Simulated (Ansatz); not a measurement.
Consider the following.

InAsPd5:
```yaml
crystal:
  lattice:
    - [4.01322, 0.00000, 0.00000]
    - [0.00000, 4.01322, 0.00000]
    - [0.00000, 0.00000, 7.02270]
  atoms:
    - { symbol: In, position: [0.50000, 0.50000, 0.00000] }
    - { symbol: As, position: [0.00000, 0.00000, 0.50000] }
    - { symbol: Pd, position: [0.00000, 0.50000, 0.28793] }
    - { symbol: Pd, position: [0.00000, 0.50000, 0.71207] }
    - { symbol: Pd, position: [0.50000, 0.00000, 0.28793] }
    - { symbol: Pd, position: [0.50000, 0.00000, 0.71207] }
    - { symbol: Pd, position: [0.00000, 0.00000, 0.00000] }
```

This is the r²SCAN-relaxed structure.

Task: All from DFT-r²SCAN in the program Ansatz with PAW potentials, unless another level is named. Estimate the electronic character.

Result: metallic (no gap).

Task: And the density of states at the Fermi level?

Result: 0.14 states/eV per atom (mean over ±0.08 eV).

Space group P4/mmm. The workflow started from a Materials Project entry (that database holds measured and hypothetical structures alike); the Crystallography Open Database copy checked does not list it. Whether it is the stable phase at ambient conditions was not checked. The cell was relaxed with r²SCAN under the symmetry of its start; whether a distortion lowers the energy is not shown. No spin polarisation was allowed. Spin–orbit coupling is left out wherever it is not named.

Potentials: the later of the program's two PAW sets.
